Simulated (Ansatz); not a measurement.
Starting cell, SrTiO3 (cubic perovskite):

```
CELL_PARAMETERS angstrom
      3.93647     0.00000     0.00000
      0.00000     3.93647     0.00000
      0.00000     0.00000     3.93647
ATOMIC_POSITIONS crystal
  Sr 0.00000 0.00000 0.00000
  Ti 0.50000 0.50000 0.50000
  O  0.00000 0.50000 0.50000
  O  0.50000 0.50000 0.00000
  O  0.50000 0.00000 0.50000
```

In each cell atom 1 (Sr, nearest neighbour O at 2.784 Å; its periodic images, 3.9 Å or more away, move with it) moves by s·(0.577, 0.577, 0.577) (along Cartesian [111]), the rest being held.

The numbers are results of PBE (plane waves to 420 eV, PAW, scalar-relativistic; Ansatz, a quantum-chemistry and plane-wave program), not measurements. k mesh 7×7×7 (Γ-centred), Fermi-Dirac smearing 0.05 eV. Energies are smeared free energies. Left out: 2 of 11 points, with atoms too close for the PAW data. SrTiO3 is run without spin polarisation. SrTiO3 was relaxed with its symmetry unable to fall. The zero of ΔE is the undisplaced structure.

```tsv
s (Å)	ΔE (meV/cell)
-0.672	withheld
-0.504	592
-0.336	219
-0.168	48
0.000	0
0.168	48
0.336	219
0.504	592
0.672	withheld
```

Question: Fit an even polynomial form (powers 2, 4) to the given rows and predict ΔE at s = -0.672.

Answer: Least squares on the 7 given rows: ΔE = (1627)·s² + (2772)·s⁴, in meV/cell with s in Å; root-mean-square residual 0.1 meV/cell. At -0.672 the fit gives 1300 meV/cell; the calculation gives 1300 meV/cell, the same to the digits shown. The quadratic term alone would give 735 meV/cell.

(A displaced cell: forces are minus the slopes of the energy, force constants its curvatures, and phonons follow from these.)
